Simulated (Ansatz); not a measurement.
SnO2:
```yaml
crystal:
  lattice:
    - [4.75849, 0.00000, 0.00000]
    - [0.00000, 4.75849, 0.00000]
    - [0.00000, 0.00000, 3.20015]
  atoms:
    - { symbol: Sn, position: [0.50000, 0.50000, 0.50000] }
    - { symbol: Sn, position: [0.00000, 0.00000, 0.00000] }
    - { symbol: O, position: [0.19410, 0.80590, 0.50000] }
    - { symbol: O, position: [0.80590, 0.19410, 0.50000] }
    - { symbol: O, position: [0.69410, 0.69410, 0.00000] }
    - { symbol: O, position: [0.30590, 0.30590, 0.00000] }
```

Relaxed with r²SCAN. Special points in fractions of this cell's reciprocal vectors: Γ (0.000, 0.000, 0.000); X (0.000, 0.500, 0.000); M (0.500, 0.500, 0.000); Z (0.000, 0.000, 0.500); R (0.000, 0.500, 0.500); A (0.500, 0.500, 0.500).

Problem. List the band energies nearest the valence-band maximum at these points for plane-wave PAW r²SCAN (Ansatz code).

Solution. In eV from the valence-band maximum; about four levels below and three above (degenerate sets whole), none deeper than 8.9 eV; points with the same levels are listed once.

```
k                         below                  above
-  ----------------------------  ---------------------
Γ  -1.20 -1.20 -0.77 -0.77 0.00    1.79 6.84 7.06 7.06
X       -1.15 -1.15 -0.62 -0.62    5.01 5.01 7.82 7.82
M       -1.28 -1.28 -0.92 -0.92    5.46 5.46 8.22 8.22
Z       -1.66 -1.66 -1.26 -1.26  6.88 6.88 10.54 10.54
R       -1.10 -1.10 -0.67 -0.67    7.16 7.16 8.85 8.85
A       -0.95 -0.95 -0.85 -0.85    5.53 5.53 9.65 9.65
```

Space group P4_2/mnm (rutile). Symmetry was held in the r²SCAN relaxation. Spin–orbit coupling is left out wherever it is not named.

Potentials: the earlier of the program's two PAW sets.
